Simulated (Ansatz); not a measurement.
## Stress against strain in Si2Mo

```xyz
3
Lattice="-1.6000 1.6000 3.9305 1.6000 -1.6000 3.9305 1.6000 1.6000 -3.9305" Properties=species:S:1:pos:R:3 pbc="T T T"
Si    0.0000    0.0000    2.6177
Si    0.0000    0.0000    5.2433
Mo    0.0000    0.0000    0.0000
```

Atoms are numbered in the order listed.

The geometry is COD entry 1010282, unchecked; take it as a test cell. It is an old determination, and later ones may differ.

These are results of Ansatz 0.2.0, DFT, PBEsol, all-electron LAPW, scalar-relativistic, not measurements.

Settings: a Γ-centred 12×12×16 k mesh, Fermi–Dirac smearing of 0.03 eV, basis error target 1 meV/atom, no spin polarisation; this mesh doesn't keep the crystal's whole symmetry, which leaves small spurious terms.

The strain is applied along the Cartesian axes of the cell as listed (the other components stay zero). Fractional coordinates are held (clamped ions).

σ is the change of stress from the unstrained cell, which is at -2.71 GPa; tension is positive, so slopes are stress–strain coefficients at that pressure. In a metal the k mesh adds noise.

Only quantities that a quadratic follows smoothly over the whole series are listed; rougher ones are left out.

| εzz | σzz (GPa) | σxx (GPa) |
| --- | --- | --- |
| -0.0300 | -17.33 | -2.96 |
| -0.0100 | -5.29 | -0.93 |
| 0.0000 | 0.00 | 0.00 |
| 0.0100 | 4.85 | 0.89 |
| 0.0200 | 9.28 | 1.73 |
| 0.0300 | 13.33 | 2.52 |

Q: Fit the series and read off the stiffness at zero strain.

A: Least-squares fits y = p0 + p1 x + p2 x² to the rows give σzz (GPa): p1 = 510, p2 = -2200; σxx (GPa): p1 = 91.3, p2 = -250. So C33 = 510 GPa and C13 = 91 GPa, for these axes.

Q: One run, at εzz = -0.0200, is withheld. Predict its row.

A: The fits give -11.10, -1.92; the run gave -11.06, -1.92.
